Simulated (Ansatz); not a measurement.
CuAu3 (Cu3Au type, Pm-3m), the program Ansatz at the PBE level (PAW), all energies at zero smearing, with the estimated change up to a 700 eV cutoff added, with one set of potentials and settings (totals compare only within such a set). Cell of 4 atoms (3 Au, 1 Cu): -46073.250 eV.

```json
[
 {"element": "Au", "reference phase": "Fm-3m, 1 atoms in the cell", "E (eV/atom)": "-13149.3277"},
 {"element": "Cu", "reference phase": "Fm-3m, 1 atoms in the cell", "E (eV/atom)": "-6625.1757"}
]
```

Formation energy per atom, worked out: (-46073.250 − 3×(-13149.3277) − 1×(-6625.1757))/4 = -0.023 eV/atom (-2 kJ per mol of atoms), at 0 K, without zero-point energy or fitted corrections.

The workflow started from an entry of the Crystallography Open Database (COD). Whether it is the stable phase at ambient conditions was not checked. Symmetry was held in the PBE relaxation; whether a distortion lowers the energy is not shown. The run is not spin-polarised. The references are the lowest solids computed at this level, not always the standard phases. Scalar-relativistic: spin–orbit coupling is off unless named, which matters more the heavier the elements.

Potentials: the later of the program's two PAW sets.
